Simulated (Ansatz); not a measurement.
Ir (fcc (Cu type), Fm-3m) under volume change, PBEsol in the plane-wave PAW code Ansatz, scaled uniformly.

| V (Å³/atom) | E − E(relaxed) (meV/atom) | P (GPa) |
|---|---|---|
| 12.782 | 166.0 | 46.22 |
| 13.203 | 69.2 | 27.98 |
| 13.625 | 16.2 | 12.73 |
| 14.046 | 0.0 | 0.00 |
| 14.468 | 14.4 | -10.62 |
| 14.889 | 54.3 | -19.47 |
| 15.310 | 115.5 | -26.81 |

Q: What does a third-order Birch–Murnaghan fit give for V₀, B₀ and B′?

A: V₀ = 14.05 Å³/atom, B₀ = 387 GPa, B′ = 5.0.

Symmetry was held in the PBEsol relaxation. No spin polarisation was allowed. Scalar-relativistic: spin–orbit coupling is off unless named, which matters more the heavier the elements.

Potentials: the earlier of the program's two PAW sets. The files were generated under PBE; for other functionals the program regenerates the frozen cores, and for LDA and PBEsol the local potential too.
